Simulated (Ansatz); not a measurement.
A geometry of YN away from equilibrium: step 2 of the relaxation of a relaxed YN cell, doubled along one cell vector, shaken by Gaussian noise of σ = 0.08 Å a coordinate. Method: r2SCAN (plane waves to 500 eV, PAW, scalar-relativistic; Ansatz, a program for electronic structure). Γ-centred k-mesh 12×6×12 on the run's cell, Fermi–Dirac smearing 0.05 eV.

```
CELL_PARAMETERS angstrom
     -0.00408     2.44640     2.45238
      4.85798    -0.02011     4.91672
      2.41037     2.43375     0.00857
ATOMIC_POSITIONS crystal
  N  0.97303 0.98006 0.02213
  N  0.94971 0.50900 0.00724
  Y  0.46925 0.23981 0.52092
  Y  0.46049 0.75231 0.51326
```

Which atoms carry the largest force, and which way does it point?

1.49 eV/Å, on N1 (atoms numbered as listed); on N1 its components are (0.98, -0.79, 0.81).

What is the pressure?

+2.6 GPa, compression positive.

How much energy per atom can still be gained by relaxing?

0.04 eV/atom; the path ends in Fm-3m (No. 225) (rock salt type).

No spin polarisation in the result.
